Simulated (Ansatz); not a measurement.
## Cs$_{2}$LiYP$_{6}$, a known structure type with other elements, at an estimated volume

```
CELL_PARAMETERS angstrom
0.00000 4.83306 4.83306
4.83306 0.00000 4.83306
4.83306 4.83306 0.00000
ATOMIC_POSITIONS crystal
Y 0.00000 0.00000 0.00000
P 0.74954 0.25046 0.25046
P 0.25046 0.74954 0.25046
P 0.25046 0.74954 0.74954
P 0.74954 0.25046 0.74954
P 0.25046 0.25046 0.74954
P 0.74954 0.74954 0.25046
Li 0.50000 0.50000 0.50000
Cs 0.25000 0.25000 0.25000
Cs 0.75000 0.75000 0.75000
```

The numbers come from plane-wave PAW DFT (Ansatz): PBE, no spin polarisation, 420 eV, 6×6×6 Γ-centred k points, fermi-dirac occupations (width 0.0257 eV). Nothing was relaxed.

(1) Metal or insulator?

(2) What do density and ELF say about some of the short contacts?

(3) Is the cell too large or too small?

(4) Which atom feels the largest force, and which way?

Origin: a known structure type with other elements, at an estimated volume, so it need not be a known compound. Caveats: many states at the Fermi level without spin polarisation, so a magnetic state may lie lower; atoms or cell far from equilibrium.

Answers

(1) It is a metal, with about 6.3 states/eV a cell as the mean within 0.25 eV of the Fermi level, mostly P p (88 %).

(2) P–Li at 2.41 Å: least valence density 0.14 e/Å³ and ELF 0.04 there. Cs–P at 3.42 Å: least valence density 0.10 e/Å³ and ELF 0.09 there. Y–P at 2.42 Å is left out, since its least density falls inside a PAW sphere. Both are smooth PAW fields, read partly inside the augmentation spheres.

(3) The pressure is 10.6 GPa (compression positive), so with the atoms held at these fractions the cell would first expand; the forces are large, so a full relaxation may end otherwise.

(4) The largest is on P2 (and as large on other atoms): 2.27 eV/Å, components (2.27, 0.00, 0.00). It makes 0° with the line to a nearest neighbour, Li8 at 2.41 Å, pointing towards it.
